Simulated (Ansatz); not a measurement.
The elements of this relaxed crystal are hidden behind letters.

```
lattice vectors (Å)
   2.8951    1.6715    3.4804
  -2.8951    1.6715    3.4804
   0.0000   -3.3430    3.4804
fractional positions
X 0.1621 0.8379 0.5000
X 0.5000 0.1621 0.8379
X 0.8379 0.5000 0.1621
Z 0.3348 0.3348 0.3348
Z 0.6652 0.6652 0.6652
```

All numbers below come from Ansatz, DFT PBE, scalar-relativistic, plane waves, PAW. Settings of the last relaxation (5-atom cell): 420 eV, 12×12×12 k points, Gaussian smearing of 0.10 eV, no spin polarisation.

* Space group: R32 (No. 155)
* Conventional cell: a = 5.790 Å, c = 10.441 Å
* Volume per atom: 20.21 Å³
* Density: 5.55 g/cm³
* Energy over the elements: −1.09 eV/atom
* Gap on the 12×12×12 mesh of the 5-atom cell: 0 eV (a metal)

Energies are uncorrected and count from the elements' standard states at the same level.

Task: X is a d-block element of period 5 and Z is a p-block element of period 3. Which elements are they?

Result: X = Zr, Z = S, so the formula is Zr3S2. Density times volume gives a mean mass of 5.55 × 20.21/1.6605 = 67.5 u per atom, and this set has 67.6 u. Around Zr lie 4 S at 2.60–2.61 Å; around S lie 6 Zr at 2.60–2.61 Å. Other sets within the hints have nearly the same mass, so mass alone doesn't settle it; this one was computed.

Symmetry constrained the relaxation, so the result can be a saddle point.
